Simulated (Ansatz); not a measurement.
InGa3P4, ordered on the zincblende lattice (P-43m) with 8 atoms a cell at its r2SCAN geometry, run in Ansatz at 3 levels of theory. All values are calculated for a non-magnetic cell, which may be hypothetical.

The r2SCAN input:
```yaml
crystal:
  lattice:
    - [5.5664661521, 0.0, 0.0]
    - [0.0, 5.5664661521, 0.0]
    - [0.0, 0.0, 5.5664661521]
  atoms:
    - { symbol: Ga, position: [0.5, 0.0, 0.0] }
    - { symbol: P, position: [0.760224476, 0.239775524, 0.239775524] }
    - { symbol: Ga, position: [0.0, 0.5, 0.0] }
    - { symbol: P, position: [0.239775524, 0.760224476, 0.239775524] }
    - { symbol: Ga, position: [0.0, 0.0, 0.5] }
    - { symbol: P, position: [0.239775524, 0.239775524, 0.760224476] }
    - { symbol: In, position: [0.5, 0.5, 0.5] }
    - { symbol: P, position: [0.760224476, 0.760224476, 0.760224476] }
kpoints:
  mp_grid: { grid: [6, 6, 6] }
  band_path:
    path: [[0.0, 0.0, 0.0], [0.0, 0.5, 0.0], [0.5, 0.5, 0.0], [0.5, 0.5, 0.5]]
    npoints: 1
hamiltonian:
  xc: r2scan
scf:
  occupations: { method: fixed }
  n_extra_bands: 6
output:
  forces: true
  stress: true
  eigenvalues: true
```

Main results, then, where recorded, the levels near the gap in eV from the Fermi energy (columns number the bands from 0), one row a point of the path (Γ, X, M, R):
```
Crystal: 8 atoms, lattice volume = 172.480 Å³
Symmetry: 24 space group operations
Space group: P-43m (ITA 215)
```
```
Basis set: ecut = 500 eV, 4385 PW (Γ)
k-points: 20 of 216 (time reversal used)
SCF 1 converged in 7 iterations: F = -20022.995498 eV  dr2 = 2.95e-8
Free energy (F): -20022.995498 eV
Fermi energy:    6.833429 eV
--- Forces (eV/Å), atoms counted from 1 ---
  atom   1  Ga      0.00000      0.00000      0.00000
  atom   2  P     -0.00032      0.00032      0.00032
  atom   3  Ga      0.00000      0.00000      0.00000
  atom   4  P       0.00032    -0.00032      0.00032
  atom   5  Ga      0.00000      0.00000      0.00000
  atom   6  P       0.00032      0.00032    -0.00032
  atom   7  In      0.00000      0.00000      0.00000
  atom   8  P     -0.00032    -0.00032    -0.00032
--- Stress (GPa, compression-positive) ---
        0.000741       0.000000       0.000000
        0.000000       0.000741       0.000000
        0.000000       0.000000       0.000741
  P = ⅓ Tr σ = 0.0007 GPa (0.007 kbar)
```
```tsv
band_33	band_34	band_35	band_36	band_37	band_38
0.000	0.000	0.000	1.602	1.956	1.956
-1.851	-1.429	-1.429	2.486	2.493	3.791
-1.203	-1.002	-1.002	3.130	3.130	3.719
-0.816	-0.816	-0.816	1.773	1.773	1.773
```

The r2SCAN gap is direct at Γ: 1.60 eV.

**Question.** In the first input these blocks are replaced (the band path and keys that only write files left aside):
```yaml
kpoints:
  mp_grid: { grid: [4, 4, 4] }
hamiltonian:
  xc: hse06
```
What comes out?

**Answer.**
```
Basis set: ecut = 420 eV, 3407 PW (Γ)
k-points: 10 of 64 (time reversal used)
SCF 1 stopped early in 3 iterations: F = -19972.464875 eV  dr2 = 9.30e-5
Exchange kernel: α = 0.2500, screened, ω = 0.2079 Å⁻¹, Wigner–Seitz truncation, v(0) = 1046.4882 eV·Å³, q-mesh 4×4×4
SCF 2 stopped early in 7 iterations: F = -19980.165102 eV  dr2 = 9.94e-7
hybrid outer 1: dexx = +3.499e-2 eV, tail = 8.83e-5 eV
SCF 3 converged in 6 iterations: F = -19980.164434 eV  dr2 = 1.13e-9
hybrid outer 2: dexx = +3.785e-6 eV, tail = 5.15e-8 eV, Δε = 2.45e-3 eV, ΔF = 8.25e-4 eV/Å
Free energy (F): -19980.164433 eV
Fermi energy:    6.589252 eV
--- Forces (eV/Å), atoms counted from 1 ---
  atom   1  Ga      0.00000      0.00000      0.00000
  atom   2  P     -0.03135      0.03135      0.03135
  atom   3  Ga      0.00000      0.00000      0.00000
  atom   4  P       0.03135    -0.03135      0.03135
  atom   5  Ga      0.00000      0.00000      0.00000
  atom   6  P       0.03135      0.03135    -0.03135
  atom   7  In      0.00000      0.00000      0.00000
  atom   8  P     -0.03135    -0.03135    -0.03135
--- Stress (GPa, compression-positive) ---
        0.357206       0.000000       0.000000
        0.000000       0.357206       0.000000
        0.000000       0.000000       0.357206
  P = ⅓ Tr σ = 0.3572 GPa (3.572 kbar)
```
```tsv
band_33	band_34	band_35	band_36	band_37	band_38
0.000	0.000	0.000	2.041	2.330	2.330
-1.918	-1.493	-1.493	2.964	2.966	4.240
-1.242	-1.049	-1.049	3.652	3.652	4.221
-0.861	-0.861	-0.861	2.224	2.224	2.224
```
The HSE06 gap is direct at Γ: 2.04 eV. The mean stress, +0.4 GPa, is small, and the program warns that its thresholds are loose for a hybrid's stress.

**Question.** In the first input these blocks are replaced (the band path and keys that only write files left aside):
```yaml
kpoints:
  mp_grid: { grid: [4, 4, 4] }
hamiltonian:
  xc: pbe0
```
What comes out?

**Answer.**
```
Basis set: ecut = 420 eV, 3407 PW (Γ)
k-points: 10 of 64 (time reversal used)
SCF 1 stopped early in 3 iterations: F = -19972.465596 eV  dr2 = 9.62e-5
SCF 2 stopped early in 6 iterations: F = -19980.290977 eV  dr2 = 1.05e-5
hybrid outer 1: dexx = +5.035e-2 eV, tail = 1.19e-4 eV
SCF 3 converged in 6 iterations: F = -19980.290445 eV  dr2 = 9.69e-10
hybrid outer 2: dexx = +8.158e-6 eV, tail = 7.85e-8 eV, Δε = 3.25e-3 eV, ΔF = 8.60e-4 eV/Å
Free energy (F): -19980.290445 eV
Fermi energy:    6.258626 eV
--- Forces (eV/Å), atoms counted from 1 ---
  atom   1  Ga      0.00000      0.00000      0.00000
  atom   2  P     -0.03287      0.03287      0.03287
  atom   3  Ga      0.00000      0.00000      0.00000
  atom   4  P       0.03287    -0.03287      0.03287
  atom   5  Ga      0.00000      0.00000      0.00000
  atom   6  P       0.03287      0.03287    -0.03287
  atom   7  In      0.00000      0.00000      0.00000
  atom   8  P     -0.03287    -0.03287    -0.03287
--- Stress (GPa, compression-positive) ---
        0.123825       0.000000       0.000000
        0.000000       0.123825       0.000000
        0.000000       0.000000       0.123825
  P = ⅓ Tr σ = 0.1238 GPa (1.238 kbar)
```
```tsv
band_33	band_34	band_35	band_36	band_37	band_38
0.000	0.000	0.000	2.671	2.981	2.981
-1.958	-1.532	-1.532	3.618	3.619	4.911
-1.268	-1.078	-1.078	4.319	4.319	4.888
-0.885	-0.885	-0.885	2.861	2.861	2.861
```
With PBE0 the gap is 2.67 eV and direct, at Γ. The mean stress, +0.1 GPa, is small, and the program warns that its thresholds are loose for a hybrid's stress.

The hybrids run on coarser meshes, which limits their stresses and small splittings of levels.

Totals of different functionals can't be compared.

The runs are scalar-relativistic, without spin-orbit coupling.
